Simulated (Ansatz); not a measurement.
LiCl (rock salt, Fm-3m), DFT-r²SCAN in the program Ansatz with PAW potentials. The conduction-band minimum lies at Γ, with 1 equivalent valley. Second derivatives d²E/dk² of the lowest band at one valley (eV·Å²), along Cartesian directions:

```json
[
 {"direction": "[100]", "d²E/dk²": "16.25"},
 {"direction": "[010]", "d²E/dk²": "16.25"},
 {"direction": "[001]", "d²E/dk²": "16.25"},
 {"direction": "[110]", "d²E/dk²": "16.25"},
 {"direction": "[101]", "d²E/dk²": "16.25"},
 {"direction": "[011]", "d²E/dk²": "16.25"}
]
```

Problem. Find the principal effective masses, the density-of-states mass and the conductivity mass.

Solution. Off-diagonal terms follow from H_xy = H[110] − (H_xx + H_yy)/2, and m*/mₑ = 7.620 eV·Å² over each eigenvalue: 0.47, 0.47, 0.47. One valley's DOS mass (m₁m₂m₃)^(1/3) = 0.47, conductivity mass 3/(Σ 1/mᵢ) = 0.47 mₑ.

Problem. What effective density of states Nc follows at 300 K for parabolic valleys?

Solution. Nc = 2.509e19 × 1 × (0.47)^(3/2) ≈ 8.1e18 cm⁻³.

Problem. With the computed static dielectric constant 12.2 (mean of the diagonal), estimate a hydrogenic donor's binding energy and radius.

Solution. E = 13.606 eV × 0.47/12.2² ≈ 43 meV; a = 0.529 Å × ε/m* ≈ 14 Å. Semilocal masses tend to be too small where the gap is.

Problem. With ε∞ = 2.83 and ω_LO = 400 cm⁻¹, what Fröhlich coupling constant follows?

Solution. α = (1/ε∞ − 1/ε0) √(m* × 13.606 eV/ħω_LO) = 3.1.

The r²SCAN relaxation kept the symmetry of its start; phonons on a q-mesh show no instability.

Potentials: the later of the program's two PAW sets.
